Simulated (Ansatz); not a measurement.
## Au: work and stress of cleavage

The calculation used Ansatz, DFT PBEsol, scalar-relativistic, plane waves, PAW. Settings: plane waves to 420 eV, k-mesh 18×18×4 (Γ-centred), Gaussian smearing 0.15 eV. Spin–orbit coupling is left out, which can shift energies with elements as heavy as these. No spin polarisation. Energies are free energies at this smearing, counted from the undisturbed cell; pressure is positive in compression.

The undisturbed cell (as given, not relaxed at this level; it stands at -1.0 GPa):

```xyz
6
Lattice="2.0455 -2.0455 0.0000 2.0455 0.0000 -2.0455 8.1820 8.1820 8.1820" Properties=species:S:1:pos:R:3 pbc="T T T"
Au    3.4090   -0.6820   -0.6820
Au    7.5000    7.5000    7.5000
Au    3.4090    1.3635    1.3635
Au    7.5000    3.4090    3.4090
Au    3.4090    3.4090    3.4090
Au    7.5000    5.4545    5.4545
```

The cut lies on the cell's a–b face, a (1 1 1) plane (indices in the standard cell, whose axes needn't be the Cartesian ones shown) of area 7.25 Å², between layers 2.36 Å apart. Vector c is lengthened by d along the normal with the atoms' Cartesian places fixed: one unrelaxed cut a cell. The traction is positive where the two halves pull on each other.

```csv
d (Å),energy (J/m²),traction (GPa)
-0.30,0.57,-48.2
-0.15,0.10,-16.8
0.00,0.00,1.4
0.25,0.23,14.0
0.50,0.61,15.6
0.75,0.98,13.3
1.00,1.27,10.2
1.50,1.65,5.5
2.00,1.85,2.6
3.00,1.97,0.4
4.50,1.99,0.0
6.00,1.99,0.0
```

Question: What are the work of separation and the cleavage stress, and do they fit the universal binding curve?

Answer: The energy levels off near W ≈ 1.99 J/m² (the traction is down to 0.0 GPa), the energy of the two unrelaxed faces, 0.99 J/m² each on average. The largest sampled traction is 15.6 GPa at d = 0.50 Å, and a parabola through it and its two neighbours peaks at σ_max ≈ 15.6 GPa, d ≈ 0.48 Å. The curve E = W[1 − (1 + d/ℓ)exp(−d/ℓ)] peaks in traction at d = ℓ with σ_max = W/(eℓ); with 1 J/m² per Å = 10 GPa this W and σ_max give ℓ = 0.47 Å. A parabola through that curve at the same three d peaks at 0.51 Å, against 0.48 Å here, a fair fit. Real crystals break at far lower stress, because cracks concentrate it, and on the plane of lowest W, which needn't be this one.

The cut is rigid; relaxing the faces lowers these energies and usually the stresses. The start isn't at rest at this level: it stands under -1.0 GPa with forces up to 0.00 eV/Å, so these aren't the figures of the relaxed crystal.

In a metal these slopes depend on the k mesh and the smearing.